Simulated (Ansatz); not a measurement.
Cu Kα1 powder pattern (kinematic, no thermal factors).
| 2θ (°) | relative intensity | assignment |
| --- | --- | --- |
| 19.95 | 6 | 1 1 0 |
| 24.49 | 100 | 1 1 1 |
| 28.35 | 6 | 2 0 0 |
| 31.78 | 14 | 2 1 0 |
| 34.91 | 12 | 2 1 1 |
| 40.53 | 68 | 2 2 0 |
| 43.11 | 6 | 3 0 0 |
| 45.57 | 3 | 3 1 0 |
| 47.93 | 41 | 3 1 1 |
| 52.40 | 2 | 3 2 0 |
| 54.54 | 5 | 3 2 1 |
| 58.66 | 10 | 4 0 0 |
| 60.65 | 7 | 3 2 2 |
| 62.60 | 6 | 4 1 1 |
| 64.52 | 15 | 3 3 1 |
| 68.28 | 3 | 4 2 1 |
| 70.11 | 2 | 3 3 2 |
| 73.73 | 18 | 4 2 2 |
| 75.51 | 4 | 5 0 0 |
| 77.28 | 6 | 4 3 1 |
| 79.04 | 9 | 5 1 1 |
| 82.52 | 6 | 5 2 0 |
| 84.25 | 2 | 5 2 1 |
| 87.69 | 5 | 4 4 0 |
| 89.41 | 2 | 5 2 2 |

The pattern is computed from a structure relaxed with DFT PBE, scalar-relativistic, plane waves, PAW in Ansatz 0.2.0. No spin polarisation. Its elements are Sb, Zr.

Question: Give the structure.

Answer: Zr$_{3}$Sb$_{4}$.
Space group P-43m (No. 215). a = 6.290 Å, b = 6.290 Å, c = 6.290 Å, α = 90.00°, β = 90.00°, γ = 90.00°
| atom | site | symmetry | x | y | z |
| --- | --- | --- | --- | --- | --- |
| Zr | 3d | -42.m | 0.0000 | 0.0000 | 0.5000 |
| Sb | 4e | .3m | 0.2744 | 0.7256 | 0.2744 |

A pattern alone doesn't exclude other cells with like lines; this is the one computed.

The structure comes from a generated guess; another structure or a mixture of phases may lie lower.
